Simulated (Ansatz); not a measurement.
The elements of this relaxed trial crystal are hidden behind letters.

```
lattice vectors (Å)
   3.2615    0.0000    0.0000
  -1.6308    2.8246    0.0000
   0.0000    0.0000    8.1469
fractional positions
X 0.0000 0.0000 0.0000
Z 0.6667 0.3333 0.6531
Z 0.3333 0.6667 0.3469
Q 0.6667 0.3333 0.1698
Q 0.3333 0.6667 0.8302
```

Theory: Ansatz 0.2.0, DFT PBE, scalar-relativistic, plane waves, PAW. Plane waves to 420 eV, a 12×12×6 mesh through Γ for the 5-atom cell and 0.10 eV Gaussian smearing; no spin polarisation.

| Item | Value |
| --- | --- |
| Space group | P-3m1 (No. 164) |
| Conventional cell | a = 3.262 Å, c = 8.147 Å |
| Volume per atom | 15.01 Å³ |
| Density | 10.57 g/cm³ |
| Formation energy | −2.03 eV/atom |
| Gap on the 12×12×6 mesh of the 5-atom cell | 0 eV (a metal) |

Energies are uncorrected and count from the elements' standard states at the same level.

Question: X is a d-block element of period 5, Z is a d-block element of period 6 and Q is a p-block element of period 2. Which elements are they?

Answer: X = Y, Z = Hf, Q = O, so the formula is YHf2O2. Density times volume gives a mean mass of 10.57 × 15.01/1.6605 = 95.5 u per atom, and this set has 95.6 u. Around Y lie 6 O at 2.34 Å, 6 Y at 3.26 Å and 6 Hf at 3.40 Å; Hf is surrounded by 3 O at 2.37 Å, 9 Hf at 3.13–3.26 Å and 3 Y at 3.40 Å; O has 3 Y at 2.34 Å and 3 Hf at 2.37 Å. Other sets within the hints have nearly the same mass, so mass alone doesn't settle it; this one was computed.

These runs have no spin–orbit coupling, which can matter for Hf. An odd number of electrons in the primitive cell allows no gap without spin; a larger cell or a magnetic state could open one. A structure relaxed within its symmetry needn't be a true minimum.
